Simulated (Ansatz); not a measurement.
TePt (CsCl type, Pm-3m) under volume change, r²SCAN (plane waves, PAW; program Ansatz), scaled uniformly.

```csv
V (Å³/atom),E − E(relaxed) (meV/atom),P (GPa)
18.321,82.3,15.92
18.925,34.4,9.67
19.529,8.1,4.43
20.133,0.0,0.00
20.737,7.1,-3.64
21.341,26.6,-6.60
21.945,56.2,-9.07
```

Q: What does a third-order Birch–Murnaghan fit give for V₀, B₀ and B′?

A: V₀ = 20.14 Å³/atom, B₀ = 132 GPa, B′ = 5.2.

The start of the workflow was typed in or built on a structure type; neither database checked (COD, Materials Project) lists it. COD files the formula under space group No. 166, 194, so this cell is another polymorph or a model. Whether it is the stable phase at ambient conditions was not checked. The r²SCAN relaxation kept the symmetry of its start; whether a distortion lowers the energy is not shown. The run is not spin-polarised. Its formation energy is positive at this level, so the cell may be metastable or incomplete. Scalar-relativistic: spin–orbit coupling is off unless named, which matters more the heavier the elements.

Potentials: the earlier of the program's two PAW sets.
